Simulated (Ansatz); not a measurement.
Te$_{2}$Pt:
```xyz
3
Lattice="4.0880 0.0000 0.0000 -2.0440 3.5403 0.0000 0.0000 0.0000 5.3943" Properties=species:S:1:pos:R:3 pbc="T T T"
Te     2.0440     1.1801     4.0315
Te     0.0000     2.3602     1.3628
Pt     0.0000     0.0000     0.0000
```

Relaxed with PBE.

Q: Which orbitals make up the states near the Fermi level in PBE in the plane-wave PAW code Ansatz?

A: Within 0.5 eV of the Fermi level: Te 5p 66 %, Pt 5d 25 %. Projections are on Löwdin-orthogonalised atomic valence shells; empty p or d shells of many metals are not among them.

Q: Tabulate the density of states.

A: States/eV per cell of 3 atoms, in 0.25 eV bins, energy from the Fermi level.

| E (eV) | total | Te 5p | Pt 5d | Pt 6s |
|---|---|---|---|---|
| -7.85 | 0.00 | 0.00 | 0.00 | 0.00 |
| -7.60 | 0.00 | 0.00 | 0.00 | 0.00 |
| -7.35 | 0.00 | 0.00 | 0.00 | 0.00 |
| -7.10 | 0.00 | 0.00 | 0.00 | 0.00 |
| -6.85 | 0.07 | 0.04 | 0.01 | 0.01 |
| -6.60 | 0.65 | 0.39 | 0.11 | 0.12 |
| -6.35 | 1.67 | 0.98 | 0.27 | 0.35 |
| -6.10 | 2.07 | 1.21 | 0.42 | 0.34 |
| -5.85 | 2.61 | 1.47 | 0.90 | 0.14 |
| -5.60 | 2.62 | 1.55 | 0.90 | 0.09 |
| -5.35 | 4.30 | 1.86 | 2.27 | 0.08 |
| -5.10 | 4.82 | 1.88 | 2.72 | 0.10 |
| -4.85 | 4.17 | 1.70 | 2.08 | 0.17 |
| -4.60 | 1.52 | 0.58 | 0.79 | 0.04 |
| -4.35 | 2.89 | 1.07 | 1.60 | 0.10 |
| -4.10 | 4.06 | 1.26 | 2.52 | 0.09 |
| -3.85 | 6.09 | 1.44 | 4.38 | 0.08 |
| -3.60 | 2.13 | 0.40 | 1.67 | 0.02 |
| -3.35 | 5.45 | 0.49 | 4.71 | 0.17 |
| -3.10 | 3.85 | 0.89 | 2.58 | 0.20 |
| -2.85 | 2.65 | 1.18 | 1.27 | 0.08 |
| -2.60 | 2.90 | 1.43 | 1.31 | 0.05 |
| -2.35 | 2.94 | 1.68 | 1.13 | 0.02 |
| -2.10 | 2.27 | 1.36 | 0.80 | 0.02 |
| -1.85 | 2.35 | 1.51 | 0.70 | 0.02 |
| -1.60 | 2.70 | 1.90 | 0.63 | 0.02 |
| -1.35 | 1.88 | 1.40 | 0.35 | 0.02 |
| -1.10 | 1.66 | 1.32 | 0.24 | 0.01 |
| -0.85 | 1.36 | 1.11 | 0.16 | 0.01 |
| -0.60 | 0.82 | 0.66 | 0.10 | 0.01 |
| -0.35 | 0.63 | 0.48 | 0.10 | 0.01 |
| -0.10 | 0.88 | 0.58 | 0.22 | 0.01 |
| 0.15 | 1.59 | 0.99 | 0.44 | 0.02 |
| 0.40 | 1.64 | 1.04 | 0.44 | 0.03 |
| 0.65 | 1.92 | 1.26 | 0.49 | 0.03 |
| 0.90 | 1.78 | 1.21 | 0.42 | 0.02 |
| 1.15 | 2.10 | 1.48 | 0.45 | 0.03 |
| 1.40 | 2.47 | 1.78 | 0.49 | 0.04 |
| 1.65 | 2.25 | 1.67 | 0.44 | 0.02 |
| 1.90 | 1.74 | 1.32 | 0.34 | 0.01 |
| 2.15 | 0.51 | 0.39 | 0.10 | 0.00 |
| 2.40 | 0.00 | 0.00 | 0.00 | 0.00 |
| 2.65 | 0.01 | 0.00 | 0.00 | 0.00 |
| 2.90 | 0.21 | 0.06 | 0.00 | 0.09 |
| 3.15 | 0.70 | 0.21 | 0.02 | 0.26 |
| 3.40 | 1.29 | 0.40 | 0.04 | 0.44 |
| 3.65 | 2.11 | 0.66 | 0.07 | 0.65 |
| 3.90 | 1.48 | 0.42 | 0.03 | 0.42 |
| 4.15 | 1.31 | 0.36 | 0.02 | 0.38 |
| 4.40 | 1.11 | 0.24 | 0.02 | 0.29 |
| 4.65 | 1.21 | 0.16 | 0.01 | 0.20 |

Space group P-3m1. The PBE relaxation kept the symmetry of its start. No spin polarisation was allowed. A crystal of weakly bound layers computed without a dispersion correction: the cell and the soft elastic constants depend strongly on that. Scalar-relativistic: spin–orbit coupling is off unless named, which matters more the heavier the elements.

Potentials: the earlier of the program's two PAW sets.
